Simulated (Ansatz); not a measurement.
Input and command of a plane-wave DFT calculation in Ansatz:

```yaml
crystal:
  lattice:
    - [5.6033815906, -5.6033815906, 5.6033815906]
    - [-5.6033815906, -5.6033815906, -5.6033815906]
    - [5.6033815906, 5.6033815906, -5.6033815906]
  atoms:
    - { symbol: Ga, position: [0.5, 0.75, 0.75] }
    - { symbol: Ga, position: [0.75, 0.75, 0.5] }
    - { symbol: Ga, position: [0.75, 0.5, 0.75] }
    - { symbol: Ga, position: [0.0, 0.75, 0.25] }
    - { symbol: Ga, position: [0.0, 0.5, 0.5] }
    - { symbol: Ga, position: [0.0, 0.25, 0.75] }
    - { symbol: Ga, position: [0.25, 0.75, 0.0] }
    - { symbol: Ga, position: [0.25, 0.5, 0.25] }
    - { symbol: Ga, position: [0.25, 0.25, 0.5] }
    - { symbol: Ga, position: [0.25, 0.0, 0.75] }
    - { symbol: Ga, position: [0.5, 0.5, 0.0] }
    - { symbol: Ga, position: [0.5, 0.25, 0.25] }
    - { symbol: Ga, position: [0.5, 0.0, 0.5] }
    - { symbol: Ga, position: [0.75, 0.25, 0.0] }
    - { symbol: Ga, position: [0.75, 0.0, 0.25] }
    - { symbol: Ga, position: [0.0, 0.0, 0.0] }
    - { symbol: As, position: [0.5, 0.0, 0.75] }
    - { symbol: As, position: [0.75, 0.0, 0.5] }
    - { symbol: As, position: [0.75, 0.75, 0.75] }
    - { symbol: As, position: [0.0, 0.0, 0.25] }
    - { symbol: As, position: [0.0, 0.75, 0.5] }
    - { symbol: As, position: [0.0, 0.5, 0.75] }
    - { symbol: As, position: [0.25, 0.0, 0.0] }
    - { symbol: As, position: [0.25, 0.75, 0.25] }
    - { symbol: As, position: [0.25, 0.5, 0.5] }
    - { symbol: As, position: [0.25, 0.25, 0.75] }
    - { symbol: As, position: [0.5, 0.75, 0.0] }
    - { symbol: As, position: [0.5, 0.5, 0.25] }
    - { symbol: As, position: [0.5, 0.25, 0.5] }
    - { symbol: As, position: [0.75, 0.5, 0.0] }
    - { symbol: As, position: [0.75, 0.25, 0.25] }
    - { symbol: As, position: [0.0, 0.25, 0.0] }
basis:
  ecutwfc: 420
  xc_grid: 2
kpoints:
  mp_grid: { grid: [1, 1, 1], shift: [0.0, 0.0, 0.0] }
hamiltonian:
  xc: lda
scf:
  occupations: { method: gaussian, width: 0.02 }
output:
  forces: true
  stress: true
  eigenvalues: true
```

```bash
ansatz run input.yaml --threads 4 --pin off --max-ram 8192MiB --backend cpu --events-out ev --progress --plain --runs-dir out
```

Processor: Arm Neoverse V1, 4 threads, on a host shared with other jobs.

Estimate time, memory and problem size.

About 5.2 s on 4 threads of Arm Neoverse V1, with other jobs on the host, peak memory 0.86 GiB. It solves 269 bands at 1 k points (the mesh reduced by the symmetry that the task leaves, which can be less than the crystal's) with about 13811 plane waves, in 8 SCF iterations.
